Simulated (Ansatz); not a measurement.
**Cs (bcc)**

The computed numbers are results of r²SCAN, scalar-relativistic (no spin polarisation) in the plane-wave PAW code Ansatz at 500 eV, 10×10×10 k-mesh, Gaussian smearing of 0.05 eV; PAW files: Ansatz's generated set soft_2.

```yaml
crystal:
  lattice:
    - [-3.14212, 3.14212, 3.14212]
    - [3.14212, -3.14212, 3.14212]
    - [3.14212, 3.14212, -3.14212]
  atoms:
    - { symbol: Cs, position: [0.00000, 0.00000, 0.00000] }
```

Path: Γ–H–N–Γ–P–H | P–N, with Γ = (0.000, 0.000, 0.000), H = (0.500, -0.500, 0.500), N = (0.000, 0.000, 0.500), P = (0.250, 0.250, 0.250) in reciprocal vectors of the calculation's cell.

Bands as a text map, energy in eV from the Fermi level (dashes), each leg drawn with the same width:
```
  3.71 |**  *      *    **   *  **    **             
  3.43 |          *   ******* *** *   **        *****
  3.14 | * **  ***   *    *    *        ****   *     
  2.86 |***  ** *          ****    * *        *      
  2.57 | **  *   ** *      ** *     *     * **       
  2.29 |   **    ***      *    *                     
  2.00 |   *        ** ****     *        *           
  1.71 |              *  *                       ****
  1.43 |    *                    **     *      **    
  1.14 |     *          *          * * *     **      
  0.86 |      * ***    *            ******  *******  
  0.57 |      *********            *      **   **  **
  0.29 |     *      **                           **  
  0.00 |--------------**----------*----------------**
 -0.29 |    *                                        
 -0.57 |                *        *                   
 -0.86 |   *             *                           
 -1.14 |                  *     *                    
 -1.43 |  *                *   *                     
 -1.71 |**                  ***                      
 -2.00 |                                             
 -2.29 |                                             
 -2.57 |                                             
 -2.86 |                                             
 -3.14 |                                             
 -3.43 |                                             
 -3.71 |                                             
 -4.00 |                                             
        Γ      H      N      Γ      P      HP       N
```

(1) By these bands, is it a metal or an insulator, and if it has a gap, where are the band edges on this path?

Answer:

(1) A metal: bands cross the Fermi level.

With 9 valence electrons in the calculation's cell and no magnetic order, the bands, two electrons each, can't all be full or empty: band theory demands a metal.

These numbers lack spin–orbit coupling.
